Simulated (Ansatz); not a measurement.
Computed properties of Zr2GeB2

Zr₂GeB₂:
```
Zr2GeB2
1.0
    3.20204     0.00000     0.00000
   -1.60102     2.77305     0.00000
    0.00000     0.00000     7.87816
Zr Ge B
2 1 2
Direct
  0.33333   0.66667   0.71671
  0.33333   0.66667   0.28329
  0.00000   0.00000   0.00000
  0.00000   0.00000   0.50000
  0.66667   0.33333   0.50000
```

Space group P-6m2 (No. 187); conventional cell a = b = 3.202 Å, c = 7.878 Å, α = β = 90.00°, γ = 120.00°.

Method: DFT-r²SCAN in the program Ansatz with PAW potentials. The cell and atoms are relaxed at this level. Other levels are named where they apply.

Cell and energy:

- Volume per atom = 13.99 Å³
- Density = 6.57 g/cm³
- Formation energy from the elements (no fitted shifts) = -0.89 eV/atom

Electronic structure:

- Electronic character = metallic (no gap)
- Density of states at the Fermi level = 0.22 states/eV per atom (mean over ±0.08 eV)
- Gap with spin–orbit coupling = none (metallic)

Mechanics:

- Bulk modulus (Birch–Murnaghan fit) = 168 GPa
- Pressure derivative B′ = 4.2

Charges:

* **Bader charges**: Zr +1.43, Ge -1.03, B -0.94 to -0.89 e

The start of the workflow was typed in or built on a structure type; neither database checked (COD, Materials Project) lists it. Whether it is the stable phase at ambient conditions was not checked. Symmetry was held in the r²SCAN relaxation; whether a distortion lowers the energy is not shown. No spin polarisation was allowed. The references are the lowest solids computed at this level, not always the standard phases. Scalar-relativistic: spin–orbit coupling is off unless named, which matters more the heavier the elements.

Potentials: the earlier of the program's two PAW sets. The files were generated under PBE; for other functionals the program regenerates the frozen cores, and for LDA and PBEsol the local potential too.
